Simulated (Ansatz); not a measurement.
# Scan of one atom of the cell for BN (h-BN type, space group P6_3/mmc)

Starting cell, BN (h-BN type, space group P6_3/mmc):

```
CELL_PARAMETERS angstrom
      2.50644     0.00000     0.00000
     -1.25322     2.17064     0.00000
      0.00000     0.00000     6.61469
ATOMIC_POSITIONS crystal
  B  0.33333 0.66667 0.25000
  B  0.66667 0.33333 0.75000
  N  0.33333 0.66667 0.75000
  N  0.66667 0.33333 0.25000
```

Scan: atom 4 (N, nearest neighbour B at 1.447 Å; its periodic images, 2.5 Å or more away, move with it) is displaced along Cartesian x, direction (1.000, 0.000, 0.000) in Cartesian axes, by s. The other atoms stay.

Calculation: PBE-D3(BJ) (plane waves to 420 eV, PAW, scalar-relativistic; Ansatz, a quantum-chemistry and plane-wave program). k mesh 12×12×4 (Γ-centred), Fermi-Dirac smearing 0.05 eV. E stands for the smeared free energy. Compression counts positive. Left out: 4 of 11 points, with atoms too close for the PAW data. F∥ is the force on the atom along that direction. F⊥ is the part of the force across the line. BN was relaxed with its symmetry unable to fall. ΔE is measured from the undisplaced structure.

```tsv
s (Å)	ΔE (meV/cell)	P (GPa)	|F⊥| (eV/Å)	F∥ (eV/Å)
-0.258	1409	13.0	4.871	11.239
-0.172	617	5.7	2.012	7.256
-0.086	153	1.4	0.480	3.563
0.000	0	0.0	0.000	0.000
0.086	153	1.4	0.480	-3.563
0.172	617	5.7	2.012	-7.256
0.258	1409	13.0	4.871	-11.239
```

Summary:

```
Item                                                                                                                                               Result
--------------------------------------------------------  -----------------------------------------------------------------------------------------------
Energy at s = 0.258 Å                                                                                                                       1409 meV/cell
Force along the line at s = -0.258 Å                                                                                                            11.2 eV/Å
Symmetry of the curve                                                                                                       even: the same for both signs
Shape of the curve                                                                         a single well with its minimum at or next to zero displacement
Force constant k = d²E/ds² at s = 0 (finite differences)                                                                                       41.2 eV/Å²
Harmonic estimate at the end of the scan                  ½ks² = 1371 meV/cell against the computed 1409 meV/cell, so the well is close to harmonic there
```

(For displaced atoms, the force is minus the slope of the energy, and its curvature is a force constant, which sets phonon frequencies.)
